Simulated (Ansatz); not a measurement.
Structure relaxation, HfO$_{2}$

The start is a relaxed HfO2 cell, doubled along one cell vector, shaken by Gaussian noise of σ = 0.08 Å a coordinate. The structure is fully relaxed (lattice and positions, P = 0) with PBEsol (plane waves to 420 eV, PAW, scalar-relativistic; Ansatz, an electronic-structure program). The first steps use a coarse 5×5×3 k-mesh.

Initial structure:
```
CELL_PARAMETERS angstrom
      4.49877     0.00000     0.00000
      0.00000     4.49877     0.00000
      0.00000     0.00000     8.99753
ATOMIC_POSITIONS crystal
  O  0.73014 0.76200 0.37112
  O  0.75423 0.74382 0.87998
  O  0.75489 0.27829 0.11790
  O  0.75768 0.25431 0.62401
  O  0.26682 0.72840 0.12828
  O  0.27296 0.74614 0.63856
  O  0.24232 0.24227 0.37550
  O  0.22394 0.24341 0.87901
  Hf 0.02459 0.98085 0.99487
  Hf 0.00736 0.00098 0.49422
  Hf 0.53419 0.51604 0.25595
  Hf 0.47424 0.49489 0.73823
```

| Quantity | Result |
|---|---|
| Energy released | 0.22 eV/atom |
| Relative to the parent | The parent structure is recovered, Pn-3m (No. 224) |
| Shortest distances (start → end) | The closest pairs of elements (up to four, under 3.6 Å), start → end: Hf–O 1.70 → 1.95 Å; O–O 2.99 → 3.18 Å |
| Band gap at the end | 4.15 eV, direct at Γ (no spin-orbit coupling) |
| Optimiser moves | 5 |

It ends as:

```cif
data_Hf2O4
_chemical_formula_sum 'O4 Hf2'
_space_group_name_H-M_alt 'Pn-3m :1'
_space_group_IT_number 224
_space_group_name_Hall 'P 4n 2 3 -1n'
_cell_length_a 4.49876
_cell_length_b 4.49876
_cell_length_c 4.49876
_cell_angle_alpha 90.000
_cell_angle_beta 90.000
_cell_angle_gamma 90.000
loop_
_atom_site_label
_atom_site_type_symbol
_atom_site_symmetry_multiplicity
_atom_site_Wyckoff_symbol
_atom_site_fract_x
_atom_site_fract_y
_atom_site_fract_z
_atom_site_occupancy
O1 O 4 b 0.25000 0.25000 0.25000 1
Hf1 Hf 2 a 0.00000 0.00000 0.00000 1
```

Final values are on a 7×7×7 k-mesh of the relaxed cell. The start holds a very short contact (O–Hf 1.70 Å). No spin polarisation in the result.

The relaxed structure here is a generated cell of HfO2: the first start was made by placing the elements on the sites of a structure type, and the end was not matched to a known phase here, so it may be hypothetical. Known forms of HfO2 include space group No. 14, 29, 137, 225.
